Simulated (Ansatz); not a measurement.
Input file for Ansatz (a first-principles code):

Ansatz 0.2 input:
```yaml
crystal:
  lattice:
    - [0.0, 1.9951190175, 1.9951190175]
    - [1.9951190175, 0.0, 1.9951190175]
    - [1.9951190175, 1.9951190175, 0.0]
  atoms:
    - { symbol: Li, position: [0.0, 0.0, 0.0] }
    - { symbol: F, position: [0.5, 0.5, 0.5] }
kpoints:
  mp_grid: { grid: [12, 12, 12] }
hamiltonian:
  xc: r2scan
  pseudopotentials: { kind: paw }
scf:
  occupations: { method: fixed }
phonons:
  method: dfpt
  response_accuracy: low
  eigenvectors: true
  rigid_motions: translations
  dielectric: true
  raman: true
```

Output (shortened):

```
Pseudopotential: Li, paw, valence charge 3
Pseudopotential: F, paw, valence charge 7
Functional definition: r2SCAN
Crystal: 2 atoms, lattice volume = 15.883 Å³
Basis set: ecut = 500 eV, 411 PW (Γ), exchange–correlation on 240×240×240 points (1000 copies of the dense FFT grid, shifted against one another)
Bands: 9, of which v1, the nominal top of the filled ones, is band 5 counted from 1 (4 counted from 0)
Symmetry: 48 space group operations
k-points: 163 of 1728 (irreducible under 8 space group operations, time reversal used)
SCF iter   1: F=—  HF=-1018.288597 eV  |F-HF|=—  |Δ(HF+E_count)|=         —  Δρ=7.44e-3  dr2=7.76e-3  dr2_τ=3.41e-2  ethr=1.77e-3  ⟨swp⟩=4.0  Hψ=8615  notcnv=0  defer=208
preconditioner: auto → none
SCF iter   2: F=—  HF=-1018.331959 eV  |F-HF|=—  |Δ(HF+E_count)|=   4.34e-2  Δρ=4.34e-3  dr2=7.24e-4  dr2_τ=2.74e-4  ethr=7.76e-5  ⟨swp⟩=3.0  Hψ=4046  notcnv=0  defer=322
SCF iter   3: F=—  HF=-1018.331904 eV  |F-HF|=—  |Δ(HF+E_count)|=   5.49e-5  Δρ=1.46e-3  dr2=1.59e-4  dr2_τ=2.73e-5  ethr=7.24e-6  ⟨swp⟩=2.4  Hψ=2287  notcnv=0  defer=324
SCF iter   4: F=—  HF=-1018.331872 eV  |F-HF|=—  |Δ(HF+E_count)|=   3.18e-5  Δρ=4.08e-4  dr2=1.07e-5  dr2_τ=1.87e-6  ethr=1.59e-6  ⟨swp⟩=1.3  Hψ=1513  notcnv=0  defer=282
SCF iter   5: F=—  HF=-1018.331870 eV  |F-HF|=—  |Δ(HF+E_count)|=   2.80e-6  Δρ=6.21e-5  dr2=1.74e-7  dr2_τ=4.70e-8  ethr=1.07e-7  ⟨swp⟩=1.0  Hψ=1467  notcnv=0
SCF iter   6: F=—  HF=-1018.331870 eV  |F-HF|=—  |Δ(HF+E_count)|=   4.11e-7  Δρ=6.95e-6  dr2=2.16e-9  dr2_τ=6.96e-10  ethr=1.74e-9  ⟨swp⟩=2.8  Hψ=2280  notcnv=0
SCF iter   7: F=-1018.331870 eV  HF=-1018.331870 eV  |F-HF|=2.39e-11  |Δ(HF+E_count)|=   4.94e-9  Δρ=3.63e-7  dr2=1.49e-11  dr2_τ=2.81e-12  ethr=1.00e-12  ⟨swp⟩=4.6  Hψ=8275  notcnv=0
SCF 1 converged in 7 iterations: F = -1018.331870 eV  dr2 = 1.49e-11
NSCF: frozen V_eff on 1 k-points
DFPT response loops at Γ: preconditioner auto → none (the input reference at scf.mixing.eps_inf says where Resta's filter doesn't serve); β = 0.50 …
── the response to a field inside a basis, on 12×12×12 k-points: an SCF that follows is theirs, and a resumed run solves both again ──
Crystal: 2 atoms, lattice volume = 15.883 Å³
Bands: 6, of which v1, the nominal top of the filled ones, is band 5 counted from 1 (4 counted from 0)
k-points: 182 of 1728 (irreducible under 12 space group operations)
SCF iter   1: F=—  HF=-1018.344012 eV  |F-HF|=—  |Δ(HF+E_count)|=         —  Δρ=3.30e-4  dr2=2.20e-6  dr2_τ=3.96e-6  ethr=1.00e-1
preconditioner: auto → none
SCF iter   2: F=—  HF=-1018.344024 eV  |F-HF|=—  |Δ(HF+E_count)|=   1.22e-5  Δρ=1.46e-4  dr2=5.50e-7  dr2_τ=2.65e-7  ethr=2.20e-8
SCF iter   3: F=—  HF=-1018.344032 eV  |F-HF|=—  |Δ(HF+E_count)|=   7.95e-6  Δρ=5.82e-5  dr2=1.17e-7  dr2_τ=4.21e-8  ethr=5.50e-9
SCF iter   4: F=—  HF=-1018.344035 eV  |F-HF|=—  |Δ(HF+E_count)|=   2.42e-6  Δρ=2.44e-6  dr2=1.87e-10  dr2_τ=1.79e-10  ethr=1.17e-9
SCF iter   5: F=-1018.344035 eV  HF=-1018.344035 eV  |F-HF|=4.55e-13  |Δ(HF+E_count)|=   2.91e-7  Δρ=3.62e-7  dr2=8.13e-12  dr2_τ=3.66e-12  ethr=1.87e-12
SCF 1 converged in 5 iterations: F = -1018.344035 eV  dr2 = 8.13e-12
DFPT response loops at Γ: mixed as the last ones told, above
DFPT response loops at Γ: mixed as the last ones told, above
DFPT response loops at Γ: mixed as the last ones told, above
SCF converged after 7 iterations
Free energy (F): -1018.331870 eV
Harris-Foulkes:  -1018.331870 eV  (|F-HF|=2.39e-11)
Internal energy: -1018.331870 eV  (E = F + TS)
E sigma→0 (E₀):  -1018.331870 eV
Fermi energy:    0.596110 eV
--- Per-component energies (eV) ---
  E_band       = -126.300207
  E_kinetic    = 232.555404
  E_local      = -634.553101  (includes V_loc(G=0)·N_el)
  E_nonlocal   = 39.688166
  E_hartree    = 222.679777
  E_xc         = -91.165139
  E_vxc        = -133.350821  (∫ρ·V_xc dr)
  E_paw        = -225.104609  (= ΣΔE_a)
  E_vpaw       = -85.666374  (= ΣTr[D̂ρ^β])
  E_aug_tail   = 0.001154  (compensation charges beyond the density's cutoff)
  E_vtau       = 9.665898  (kinetic-family band-sum trace: ∫τ·v_τ [+ j·A + Jᵃ·Aᵃ] dr)
  E_ewald      = -562.402131
  E_core_change = -0.031392  (= ΣΔE_core)
  E_smearing   =  0.000000  (= −TS)
  E_closure    = 0.000000  (closes the sum)
  Σ components = -1018.331870   (vs F -1018.331870, Δ=0.00e0)
  [band-id]    e_kinetic+e_local+e_nonlocal+2·e_hartree+e_vxc+e_vpaw+e_augmentation_tail+e_vtau = -126.300120   (vs E_band -126.300207, Δ=8.68e-5)
--- Band table (eV; the first three rows and the last of 163) ---
  k-point 0: bands = ["-41.2439", "-20.5886", "0.5961", "0.5961", "0.5961", "10.9228", "26.5104", "26.5104", "26.5104"]
  k-point 1: bands = ["-41.2396", "-20.5607", "0.3879", "0.5786", "0.5786", "11.1355", "23.9972", "25.3784", "25.3784"]
  k-point 2: bands = ["-41.2277", "-20.4832", "-0.1474", "0.5314", "0.5314", "11.6564", "21.6759", "24.0710", "24.0710"]
  k-point 162: bands = ["-41.1620", "-19.8976", "-1.5535", "-1.5535", "-0.2412", "17.0798", "17.0798", "19.6528", "21.6341"]
--- Phonons (Γ-DFPT): 2 representative perturbations + reference, on 163 of 1728 k-points (Σ response iterations 10) ---
  ASR residual: 3.700e-4 → 0.000e0 eV/Å²; symmetrization residual: 2.424e-5 eV/Å²
  ASR residual per site (eV/Å²): 3.84e-5 3.70e-4
  Γ frequencies (cm⁻¹): 0.00 0.00 0.00 318.76 318.76 318.76
  ε∞ (high-frequency dielectric tensor):
        1.993019     0.000000     0.000000
        0.000000     1.993019     0.000000
        0.000000     0.000000     1.993019
  ε⁰ (static dielectric tensor: ions relaxed, cell fixed):
        8.520550     0.000000     0.000000
        0.000000     8.520550     0.000000
        0.000000     0.000000     8.520550
  ε⁰ − ε∞ (ionic part):
        6.527531     0.000000     0.000000
        0.000000     6.527531     0.000000
        0.000000     0.000000     6.527531
  softest optical mode at Γ: 318.76 cm⁻¹; the repairs (sum rule, projections) moved no ω² at Γ by more than (3.32 cm⁻¹)²
  Born effective charges Z* (e; rows j = field, columns β = displacement):
    site 0:
         1.04319    0.00000    0.00000
         0.00000    1.04319    0.00000
         0.00000    0.00000    1.04319
    site 1:
        -1.04319    0.00000    0.00000
         0.00000   -1.04319    0.00000
         0.00000    0.00000   -1.04319
  Z* charge neutrality: 7.224e-6 e pre-enforcement
  k-mesh period / interband length: 33.9 Å / 0.74 Å = 45.82 at k = (0.0000, 0.0000, -0.5000), direct gap 12.260 eV — 14 or more, which is no proof of convergence
  Raman tensors (in the event stream and the table raman_tensors.tsv) …
  optical modes at Γ without the LO–TO term, one row a degenerate level:
      ω (cm⁻¹)  modes    IR ((D/Å)²/amu)  static Raman (Å⁴/amu)  depolarisation
        318.76      3            14.8176                 0.0000               —
  optical modes at Γ + LO–TO along q̂ = [1.0000, 0.0000, 0.0000]:
      ω (cm⁻¹)  modes    IR ((D/Å)²/amu)  static Raman (Å⁴/amu)  depolarisation
        318.76      2             9.8784                 0.0000               —
        659.09      1             4.9392                 0.0000               —
  optical modes at Γ + LO–TO along q̂ = [0.0000, 1.0000, 0.0000]:
      ω (cm⁻¹)  modes    IR ((D/Å)²/amu)  static Raman (Å⁴/amu)  depolarisation
        318.76      2             9.8784                 0.0000               —
        659.09      1             4.9392                 0.0000               —
  optical modes at Γ + LO–TO along q̂ = [0.0000, 0.0000, 1.0000]:
      ω (cm⁻¹)  modes    IR ((D/Å)²/amu)  static Raman (Å⁴/amu)  depolarisation
        318.76      2             9.8784                 0.0000               —
        659.09      1             4.9392                 0.0000               —
```

Cost: around 12 core-minutes (rough) on shared cores.

Space group Fm-3m (rock salt). Symmetry was held in the r²SCAN relaxation; phonons on a q-mesh show no instability.

Potentials: the later of the program's two PAW sets.

Ansatz is a plane-wave DFT program.
